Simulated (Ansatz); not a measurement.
## Calculated ⁴¹K NMR of the central transition for KH2SNO3

Cell: a computed structure from the Materials Project (it need not be an observed phase).

```cif
data_KH2SNO3
_symmetry_space_group_name_H-M 'Pbcm'
_symmetry_Int_Tables_number 57
_cell_length_a 6.0309
_cell_length_b 8.4847
_cell_length_c 8.3408
_cell_angle_alpha 90.000
_cell_angle_beta 90.000
_cell_angle_gamma 90.000
loop_
_atom_site_label
_atom_site_type_symbol
_atom_site_symmetry_multiplicity
_atom_site_Wyckoff_symbol
_atom_site_fract_x
_atom_site_fract_y
_atom_site_fract_z
K K 4 c 0.6649 0.7500 0.0000
H H 8 e 0.2412 0.6220 0.1499
S S 4 d 0.1779 0.8615 0.2500
N N 4 d 0.2937 0.6821 0.2500
O21 O 4 d 0.9342 0.8454 0.2500
O25 O 8 e 0.2621 0.9340 0.3978
```

One atom of each set is listed.

The numbers come from a DFT calculation in Ansatz (PBE, plane waves and PAW, scalar-relativistic, 420 eV cutoff, Γ-centred 4×3×3 k-points, Fermi–Dirac smearing 0.02 eV).

⁴¹K has I = 3/2 and Q = 73.40 mb (Pyykkö 2018); at 28.2 T its Larmor frequency is ν₀ = 30.8 MHz. Only the quadrupole interaction is simulated: positions count from each site's isotropic chemical shift, and J coupling is left out, as are shift anisotropy and dipolar coupling, which fast spinning averages.

Task: Give C_Q, η, the quadrupolar product P_Q = |C_Q|(1 + η²/3)^½, the second-order isotropic shift and the breadth of the pattern (fast magic-angle spinning) for each K site.

Result: 

```tsv
site	first shell	C_Q (MHz)	η	P_Q (MHz)	δ_QIS (ppm)	breadth (kHz)
K	6 O at 2.76–3.01 Å, 2 N at 3.11 Å	-0.758	0.06	0.758	-15.1	1.02
```

δ_QIS = −(ν_Q²/30ν₀²)[I(I+1) − 3/4](1 + η²/3) × 10⁶ ppm with ν_Q = 3|C_Q|/[2I(2I−1)]; it falls as 1/B₀² in ppm, and the breadth as 1/B₀ in kHz.

The largest force is 0.4 eV/Å, so the atoms aren't at the calculated equilibrium and relaxing them would move these values.

Hardware: 1 thread of Intel Xeon 6975P-C (Granite Rapids) (x86_64; 44 cores open to the job, memory cap 2.5 GiB, no GPU), a shared host with a load of 0.5 a core. Wall time 38 s, CPU time 38 s, peak memory 0.94 GiB.
